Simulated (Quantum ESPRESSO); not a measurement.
Band energies of K4CdP2

```
CELL_PARAMETERS angstrom
      2.84208     1.64088     9.03188
     -2.84208     1.64088     9.03188
      0.00000    -3.28175     9.03188
ATOMIC_POSITIONS crystal
  P  0.41146 0.41146 0.41146
  P  0.58854 0.58854 0.58854
  K  0.89270 0.89270 0.89270
  K  0.10730 0.10730 0.10730
  K  0.70786 0.70786 0.70786
  K  0.29214 0.29214 0.29214
  Cd 0.50000 0.50000 0.50000
```

PBEsol (Quantum ESPRESSO, PseudoDojo norm-conserving, 102 Ry, no spin-orbit coupling); path ΓLB1,BZΓX,QFP1Z,LP; energies in eV from the valence-band maximum.

```
k (1/Å)  point  band 29  band 30  band 31  band 32  band 33  band 34  band 35  band 36
-------  -----  -------  -------  -------  -------  -------  -------  -------  -------
0.00         Γ    -0.94    -0.64    -0.64    -0.09    -0.09     0.80     3.10     3.10
0.22              -0.98    -0.89    -0.62    -0.23    -0.08     1.29     2.38     3.04
0.43              -1.30    -0.91    -0.56    -0.46    -0.05     1.75     2.03     2.94
0.65         L    -1.42    -0.89    -0.57    -0.54    -0.04     1.53     2.30     2.89
0.86              -1.31    -0.90    -0.75    -0.49    -0.18     1.63     2.21     2.75
1.07        B1    -1.10    -1.08    -0.90    -0.40    -0.30     1.91     1.92     2.58
1.07         B    -1.10    -1.08    -0.90    -0.40    -0.30     1.91     1.92     2.58
1.30              -1.18    -1.13    -0.68    -0.46    -0.12     1.89     2.37     2.62
1.52              -1.29    -0.84    -0.60    -0.31    -0.11     2.04     2.48     2.92
1.75         Z    -1.34    -0.61    -0.61    -0.14    -0.14     1.95     2.08     3.11
1.75         Γ    -0.94    -0.64    -0.64    -0.09    -0.09     0.80     3.10     3.10
1.91              -0.94    -0.82    -0.63    -0.17    -0.09     1.07     2.63     3.03
2.06              -1.09    -0.93    -0.62    -0.31    -0.08     1.61     2.13     2.76
2.21              -1.25    -0.95    -0.67    -0.40    -0.12     1.81     2.14     2.39
2.36              -1.22    -0.99    -0.80    -0.39    -0.25     1.73     2.11     2.54
2.52         X    -1.15    -1.01    -0.89    -0.44    -0.28     1.87     1.95     2.59
2.52         Q    -1.15    -1.01    -0.89    -0.44    -0.28     1.87     1.95     2.59
2.86         F    -1.45    -0.93    -0.70    -0.55     0.00     1.82     2.22     2.65
2.86        P1    -1.38    -1.06    -0.58    -0.54    -0.01     1.70     2.34     2.71
3.01              -1.26    -1.12    -0.55    -0.52    -0.04     1.83     2.50     2.78
3.16              -1.27    -0.96    -0.58    -0.40    -0.09     2.00     2.60     2.91
3.31              -1.32    -0.72    -0.60    -0.23    -0.13     2.01     2.28     3.04
3.46         Z    -1.34    -0.61    -0.61    -0.14    -0.14     1.95     2.08     3.11
3.46         L    -1.42    -0.89    -0.57    -0.54    -0.04     1.53     2.30     2.89
3.69         P    -1.38    -1.06    -0.58    -0.54    -0.01     1.70     2.34     2.71
```

The PBEsol gap is indirect, 0.80 eV, from F to Γ; the smallest direct gap is 0.90 eV. Another valence extremum on the path lies within 0.02 eV, too close to call.

Spin-orbit splittings are left out.

Geometry of the Materials Project entry, not relaxed at this level.

The structure is a Materials Project entry; no match was found in the copy of COD used, and its stability was not checked.
